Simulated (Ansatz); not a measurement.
The numbers come from plane-wave PAW DFT (Ansatz): r2SCAN, no spin polarisation, 500 eV, 9×9×9 Γ-centred k points, fermi-dirac occupations (width 0.1 eV). Nothing was relaxed.

Computed maps in the lattice plane spanned by a (left to right, 3.87 Å, 12 points from zero) and b (bottom to top, 3.87 Å, 12 points from zero), 90° apart, at height 0.000 along c. The fields are smooth PAW ones with compensation charges, not the true ones near nuclei.

Valence density. Digits on a logarithmic scale: 0 up to 0.03 e/Å³, each further digit a factor of 1.6, 9 from 1.3 e/Å³ up:
```
999865456899
998765556789
887655555678
766554445566
555543334555
245543334554
555543334555
766554445566
887655555678
998765556789
999865456899
999875257899
```

ELF. Ten even steps from '0' (0.00) to '9' (0.67):
```
898582028589
985597379558
655798789755
789986468998
027862126872
003741014730
027862126872
789986468998
655798789755
985597379558
898582028589
289670007698
```

Q: The cell is Sr₂Be₄Ru. Which atoms lie within 0.2 Å of this plane, and where (fractions of a and b)?

A: Ru at (0.00, 0.00), Be at (0.50, 0.00), Be at (0.00, 0.50). The whole cell:
```
CELL_PARAMETERS angstrom
0.00000 3.87462 0.00000
3.87462 0.00000 0.00000
1.93731 1.93731 -6.35693
ATOMIC_POSITIONS crystal
Sr 0.35380 0.35380 0.29240
Sr 0.64620 0.64620 0.70760
Ru 0.00000 0.00000 0.00000
Be 0.50000 0.00000 0.00000
Be 0.00000 0.50000 0.00000
Be 0.16300 0.16300 0.67400
Be 0.83700 0.83700 0.32600
```

Origin: a known structure type with other elements, at an estimated volume, so it need not be a known compound. Caveats: atoms or cell far from equilibrium.
